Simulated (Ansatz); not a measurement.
# Ga, beta-Sn type: geometry optimisation

These are results of DFT, r2SCAN, plane waves (500 eV) with PAW, scalar-relativistic in Ansatz, not measurements. (PAW data from PBE, frozen cores regenerated.)

k-point mesh 12×12×8, Fermi-Dirac smearing 0.1 eV, no spin polarisation. Cell and atoms relax.

Starting structure:

```yaml
crystal:
  lattice:
    - [-2.66095, 2.66095, 1.45288]
    - [2.66095, -2.66095, 1.45288]
    - [2.66095, 2.66095, -1.45288]
  atoms:
    - { symbol: Ga, position: [0.00000, 0.00000, 0.00000] }
    - { symbol: Ga, position: [0.75000, 0.25000, 0.50000] }
```

The pressure at the start is -4.3 GPa. By how much does the volume change?

From 20.57 to 18.12 Å³ per atom, -11.9 %. The final cell has a = 2.720 Å, b = 7.955 Å, c = 3.349 Å, β = 90.33°.

The cell has left the beta-Sn structure type; it ends in C2/c.

How much energy does the relaxation gain?

97.9 meV per atom.

The k-point mesh keeps fewer symmetry operations than the starting structure has, so the cell can leave it.
